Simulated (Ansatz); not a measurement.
**Profile along the Zr–Ir line in ZrIr3 (Cu3Au type)**

ZrIr3 (Cu3Au type), conventional cell a = b = c = 3.911 Å, α = β = γ = 90.00°. The calculation uses the primitive cell of 4 atoms, to which meshes and values per cell refer.

Fields along a shortest Zr–Ir line of a {100} plane (2.77 Å), from Zr to Ir, interpolated on the slice's grid (step about 0.2 Å). The numbers are results of LDA (plane waves to 420 eV, PAW, scalar-relativistic; Ansatz, a quantum-chemistry and plane-wave program), not measurements. k mesh 12×12×12. Near the nuclei the fields are pseudised (PAW); where an atom keeps semicore shells as valence, they peak there. Spin-orbit coupling is left out, though Ir is heavy. ZrIr3 is run without spin polarisation. ZrIr3 was relaxed with its symmetry unable to fall.

| distance from Zr (Å) | valence electron density (e/Å³) | electron localisation function |
|---|---|---|
| 0.00 | 2.71 | x |
| 0.28 | 3.93 | x |
| 0.55 | 3.46 | 0.80 |
| 0.83 | 1.32 | 0.63 |
| 1.11 | 0.43 | 0.18 |
| 1.39 | 0.36 | 0.28 |
| 1.66 | 0.64 | 0.40 |
| 1.94 | 1.92 | 0.56 |
| 2.22 | 5.85 | 0.70 |
| 2.49 | 8.88 | x |
| 2.77 | 8.98 | x |

x: too close to a nucleus for the ELF to mean much.

Density on the Zr–Ir line (2.77 Å) at its density minimum, 1.3 Å from Zr: 0.35 e/Å³. ELF at that point: 0.2.
